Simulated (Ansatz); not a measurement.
NaTcO$_{4}$:
```xyz
12
Lattice="-2.6521 2.6521 5.8311 2.6521 -2.6521 5.8311 2.6521 2.6521 -5.8311" Properties=species:S:1:pos:R:3 pbc="T T T"
Tc     0.0000     2.6521     2.9156
Tc     0.0000     0.0000     0.0000
Na     2.6521     0.0000     2.9156
Na     0.0000     0.0000     5.8311
O      1.2339     1.9496     1.9494
O      0.7025     1.2339    -0.9661
O      1.4182     0.7025     7.7805
O      1.9496     1.4182     4.8650
O      4.0703     0.7025     0.9661
O     -0.7025     1.4182     3.8817
O     -1.4182     1.9496     6.7972
O      3.3546     1.2339    -1.9494
```

Relaxed with r²SCAN. Special points in fractions of this cell's reciprocal vectors: Γ (0.000, 0.000, 0.000); X (0.000, 0.000, 0.500); P (0.250, 0.250, 0.250); N (0.000, 0.500, 0.000); M (0.500, 0.500, -0.500); S (0.302, 0.698, -0.302); S0 (-0.302, 0.302, 0.302); R (-0.103, 0.103, 0.500); G (0.500, 0.500, -0.103).

Question: List the band energies nearest the valence-band maximum at these points for DFT-r²SCAN with spin–orbit coupling in the program Ansatz with PAW potentials.

Answer: In eV from the valence-band maximum; about four levels below and three above (degenerate sets whole), none deeper than 8.9 eV; points with the same levels are listed once.

```csv
k,below,above
Γ,-0.01 -0.01 0.00 0.00,3.18 3.18 3.45 3.45
X,-0.39 -0.39 -0.39 -0.39,3.75 3.75 3.75 3.75
P,-0.39 -0.39 -0.38 -0.38,3.75 3.75 3.75 3.75
N,-0.26 -0.26 -0.17 -0.17,3.46 3.46 3.77 3.77
M,-0.15 -0.15 -0.15 -0.15,3.42 3.42 3.42 3.42
S,-0.19 -0.19 -0.17 -0.17,3.48 3.48 3.74 3.74
R,-0.34 -0.34 -0.26 -0.26,3.72 3.72 3.73 3.73
```

Space group I4_1/a. The workflow started from an entry of the Crystallography Open Database (COD, 296 K). Whether it is the stable phase at ambient conditions was not checked. Symmetry was held in the r²SCAN relaxation; its stability against distortions is not shown here. The run is not spin-polarised.

Potentials: the later of the program's two PAW sets (Tc and Pm come from another file).
